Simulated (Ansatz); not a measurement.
Computed with DFT r2SCAN, scalar-relativistic, plane waves, PAW (Ansatz 0.2.0).

Structure of Ta₃N₅:

```
Ta N
1.0
     1.93620   -5.13050    0.00000
     1.93620    5.13050    0.00000
     0.00000    0.00000   10.29616
Ta N
6 10
Direct
  0.80328 0.19672 0.25000
  0.19672 0.80328 0.75000
  0.86664 0.13336 0.55996
  0.13336 0.86664 0.05996
  0.13336 0.86664 0.44004
  0.86664 0.13336 0.94004
  0.23696 0.76304 0.25000
  0.76304 0.23696 0.75000
  0.95303 0.04697 0.11876
  0.04697 0.95303 0.61876
  0.04697 0.95303 0.88124
  0.95303 0.04697 0.38124
  0.69210 0.30790 0.07406
  0.30790 0.69210 0.57406
  0.30790 0.69210 0.92594
  0.69210 0.30790 0.42594
```

Cutoff 500 eV; k points 8×8×4 on the computed 16-atom cell (Γ-centred); Gaussian smearing, width 0.02 eV; no spin polarisation.

Levels along Γ–Y–C0 | Σ0–Γ–Z–A0 | E0–T–Y | Γ–S–R–Z–T, in eV from a zero inside the gap, sorted by energy at each point. Points in fractions of the primitive reciprocal vectors: Γ (0.000 0.000 0.000), Y (-0.500 0.500 0.000), C0 (-0.286 0.714 0.000), Σ0 (0.286 0.286 0.000), Z (0.000 0.000 0.500), A0 (0.286 0.286 0.500), E0 (-0.286 0.714 0.500), T (-0.500 0.500 0.500), S (0.000 0.500 0.000), R (0.000 0.500 0.500).
| point | k (1/Å, with 2π) | band 61 | band 62 | band 63 | band 64 | band 65 | band 66 | band 67 |
| --- | --- | --- | --- | --- | --- | --- | --- | --- |
| Γ | 0.000 | -1.66 | -1.37 | -1.11 | -0.86 | 1.02 | 1.24 | 1.67 |
| - | 0.122 | -1.73 | -1.39 | -1.16 | -0.88 | 0.98 | 1.38 | 1.73 |
| - | 0.245 | -1.82 | -1.49 | -1.30 | -0.92 | 0.93 | 1.67 | 1.69 |
| - | 0.367 | -1.87 | -1.66 | -1.50 | -0.97 | 0.87 | 1.53 | 1.91 |
| - | 0.490 | -1.80 | -1.75 | -1.72 | -1.06 | 0.82 | 1.44 | 1.88 |
| Y | 0.612 | -1.83 | -1.78 | -1.71 | -1.12 | 0.80 | 1.41 | 1.86 |
| - | 0.751 | -1.71 | -1.68 | -1.68 | -1.34 | 1.13 | 1.52 | 1.97 |
| - | 0.891 | -1.69 | -1.56 | -1.55 | -1.51 | 1.78 | 1.81 | 2.27 |
| - | 1.030 | -1.73 | -1.73 | -1.68 | -1.39 | 1.77 | 2.10 | 2.19 |
| - | 1.169 | -2.17 | -1.89 | -1.73 | -1.39 | 1.46 | 2.03 | 2.10 |
| C0 | 1.308 | -2.30 | -1.97 | -1.74 | -1.32 | 1.36 | 1.84 | 1.97 |
| Σ0 | 1.308 | -2.30 | -1.97 | -1.74 | -1.32 | 1.36 | 1.84 | 1.97 |
| - | 1.493 | -1.97 | -1.85 | -1.70 | -1.11 | 1.25 | 1.66 | 1.98 |
| - | 1.679 | -1.83 | -1.59 | -1.56 | -0.84 | 1.26 | 1.84 | 2.04 |
| - | 1.864 | -1.74 | -1.44 | -1.40 | -0.83 | 1.40 | 1.92 | 2.34 |
| - | 2.050 | -1.60 | -1.44 | -1.32 | -0.96 | 1.44 | 1.49 | 1.55 |
| Γ | 2.235 | -1.66 | -1.37 | -1.11 | -0.86 | 1.02 | 1.24 | 1.67 |
| - | 2.296 | -1.62 | -1.38 | -1.13 | -0.92 | 1.03 | 1.24 | 1.69 |
| - | 2.357 | -1.56 | -1.41 | -1.16 | -1.06 | 1.05 | 1.23 | 1.75 |
| - | 2.418 | -1.50 | -1.47 | -1.28 | -1.22 | 1.08 | 1.21 | 1.82 |
| - | 2.479 | -1.60 | -1.47 | -1.43 | -1.28 | 1.11 | 1.18 | 1.92 |
| Z | 2.540 | -1.57 | -1.57 | -1.36 | -1.36 | 1.15 | 1.15 | 2.02 |
| - | 2.725 | -1.60 | -1.60 | -1.38 | -1.38 | 1.44 | 1.44 | 2.01 |
| - | 2.911 | -1.65 | -1.65 | -1.27 | -1.27 | 1.88 | 1.88 | 2.16 |
| - | 3.096 | -1.76 | -1.76 | -1.30 | -1.30 | 1.78 | 1.78 | 2.31 |
| - | 3.281 | -1.92 | -1.92 | -1.57 | -1.57 | 1.78 | 1.78 | 2.19 |
| A0 | 3.467 | -2.02 | -2.02 | -1.81 | -1.81 | 1.90 | 1.90 | 2.23 |
| E0 | 3.467 | -2.02 | -2.02 | -1.81 | -1.81 | 1.90 | 1.90 | 2.23 |
| - | 3.606 | -1.95 | -1.95 | -1.80 | -1.80 | 1.93 | 1.93 | 2.29 |
| - | 3.745 | -1.81 | -1.81 | -1.52 | -1.52 | 2.07 | 2.07 | 2.34 |
| - | 3.884 | -1.75 | -1.75 | -1.41 | -1.41 | 1.84 | 1.84 | 2.38 |
| - | 4.023 | -1.91 | -1.91 | -1.42 | -1.42 | 1.34 | 1.34 | 2.26 |
| T | 4.163 | -2.06 | -2.06 | -1.41 | -1.41 | 1.13 | 1.13 | 2.19 |
| - | 4.224 | -2.12 | -2.02 | -1.46 | -1.35 | 1.04 | 1.22 | 2.10 |
| - | 4.285 | -2.02 | -2.02 | -1.51 | -1.27 | 0.95 | 1.30 | 2.01 |
| - | 4.346 | -2.03 | -1.93 | -1.57 | -1.20 | 0.87 | 1.36 | 1.94 |
| - | 4.407 | -1.90 | -1.86 | -1.64 | -1.14 | 0.82 | 1.40 | 1.88 |
| Y | 4.468 | -1.83 | -1.78 | -1.71 | -1.12 | 0.80 | 1.41 | 1.86 |
| Γ | 4.468 | -1.66 | -1.37 | -1.11 | -0.86 | 1.02 | 1.24 | 1.67 |
| - | 4.641 | -1.63 | -1.37 | -1.33 | -0.97 | 1.36 | 1.45 | 1.60 |
| - | 4.815 | -1.73 | -1.48 | -1.44 | -0.95 | 1.53 | 1.87 | 2.13 |
| - | 4.988 | -1.68 | -1.64 | -1.48 | -0.99 | 1.44 | 1.94 | 2.24 |
| - | 5.161 | -1.85 | -1.78 | -1.35 | -1.23 | 1.31 | 1.51 | 2.24 |
| S | 5.335 | -1.93 | -1.89 | -1.42 | -1.24 | 1.31 | 1.32 | 2.20 |
| - | 5.396 | -1.87 | -1.87 | -1.42 | -1.25 | 1.33 | 1.34 | 2.20 |
| - | 5.457 | -1.82 | -1.76 | -1.42 | -1.26 | 1.38 | 1.38 | 2.21 |
| - | 5.518 | -1.73 | -1.68 | -1.41 | -1.29 | 1.43 | 1.44 | 2.22 |
| - | 5.579 | -1.65 | -1.62 | -1.39 | -1.33 | 1.47 | 1.48 | 2.22 |
| R | 5.640 | -1.61 | -1.61 | -1.36 | -1.36 | 1.49 | 1.49 | 2.21 |
| - | 5.813 | -1.68 | -1.68 | -1.28 | -1.28 | 1.60 | 1.60 | 2.21 |
| - | 5.987 | -1.78 | -1.78 | -1.21 | -1.21 | 1.85 | 1.85 | 2.30 |
| - | 6.160 | -1.66 | -1.66 | -1.31 | -1.31 | 1.91 | 1.91 | 2.05 |
| - | 6.334 | -1.62 | -1.62 | -1.38 | -1.38 | 1.38 | 1.38 | 2.02 |
| Z | 6.507 | -1.57 | -1.57 | -1.36 | -1.36 | 1.15 | 1.15 | 2.02 |
| - | 6.630 | -1.57 | -1.57 | -1.41 | -1.41 | 1.17 | 1.17 | 2.09 |
| - | 6.752 | -1.55 | -1.55 | -1.53 | -1.53 | 1.20 | 1.20 | 2.19 |
| - | 6.875 | -1.79 | -1.79 | -1.47 | -1.47 | 1.19 | 1.19 | 2.25 |
| - | 6.997 | -2.06 | -2.06 | -1.42 | -1.42 | 1.15 | 1.15 | 2.22 |
| T | 7.119 | -2.06 | -2.06 | -1.41 | -1.41 | 1.13 | 1.13 | 2.19 |

Spin-orbit coupling is left out, which matters for the bands of heavy elements.

Cost: 1 run of about 11 core-minutes, on Intel Xeon Processor @ 2.70GHz (shared hosts).